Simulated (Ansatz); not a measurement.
BaTiO3:
```yaml
crystal:
  lattice:
    - [2.78776, 1.60951, 2.28030]
    - [-2.78776, 1.60951, 2.28030]
    - [0.00000, -3.21903, 2.28030]
  atoms:
    - { symbol: Ba, position: [0.99894, 0.99894, 0.99894] }
    - { symbol: Ti, position: [0.50767, 0.50767, 0.50767] }
    - { symbol: O, position: [0.48957, 0.98535, 0.48957] }
    - { symbol: O, position: [0.48957, 0.48957, 0.98535] }
    - { symbol: O, position: [0.98535, 0.48957, 0.48957] }
```

Cartesian axes are those of the cell as given.

Q: Give the proper piezoelectric stress tensor with relaxed ions from plane-wave PAW LDA (Ansatz code).

A: In C/m², rows x, y, z, Voigt columns; mesh uncertainty up to 0.05.
```
 0.00   0.00   0.00   0.00   7.10   3.86
 3.86  -3.86   0.00   7.10   0.00   0.00
 3.53   3.53   4.99   0.00   0.00   0.00
```

The elastic tensor of the same run (GPa):

```
  300   95.4   59.5  -42.8    0.0    0.0
 95.4    300   59.5   42.8    0.0    0.0
 59.5   59.5    292    0.0    0.0    0.0
-42.8   42.8    0.0   54.0    0.0    0.0
  0.0    0.0    0.0    0.0   54.0  -42.8
  0.0    0.0    0.0    0.0  -42.8    102
```

Q: Convert to strain constants d = e·S.

A: In pC/N:
```
  0.0    0.0    0.0    0.0  240.7  138.2
 69.1  -69.1    0.0  240.7    0.0    0.0
  6.8    6.8   14.3    0.0    0.0    0.0
```

Space group R3m. This is a known low-temperature phase of the composition, computed here at zero pressure and temperature. The LDA relaxation kept the symmetry of its start; phonons on a q-mesh show no instability. No spin polarisation was allowed. Spin–orbit coupling is left out wherever it is not named.

Potentials: the later of the program's two PAW sets.
